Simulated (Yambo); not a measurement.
G0W0@PBEsol for Rb$_{2}$NiF$_{6}$ (space group Fm-3m, No. 225) in Yambo (2×2×2 mesh, 7 Ry block, plasmon pole, screening fixed), without a terminator:

```
bands N in G  gap X → X (eV)  shift of the valence edge (eV)
------------  --------------  ------------------------------
91                     5.463                          -1.118
146                    5.438                          -1.251
222                    5.401                          -1.351
```

Q: Extrapolate both columns to infinite N with E(N) = E∞ + A/N, test the form, and compare with the terminator.

A: From two points, E∞ = (N2 E2 − N1 E1)/(N2 − N1). The two largest N give 5.33 eV for the gap and -1.54 eV for the shift; the two smallest give 5.40 eV and -1.47 eV. For the gap the slopes A are 6.0 and 16 eV: the form isn't reached, and its limit is uncertain. For the shift the slopes A are 32 and 43 eV: the form isn't reached, and its limit is uncertain. With the Bruneval-Gonze terminator and 222 bands the run gives 5.38 eV and -1.58 eV, 0.05 eV and 0.03 eV from the extrapolated values: the terminator too is an estimate of the remainder. Block, mesh and the bands in W are held fixed.

Geometry of the Materials Project entry, not relaxed at this level; primitive cell a = b = c = 5.9108 Å, α = β = γ = 60.00°.

The runs are not spin-polarised; magnetic order was not tried.

A shift is the quasiparticle energy of the state minus its PBEsol energy.
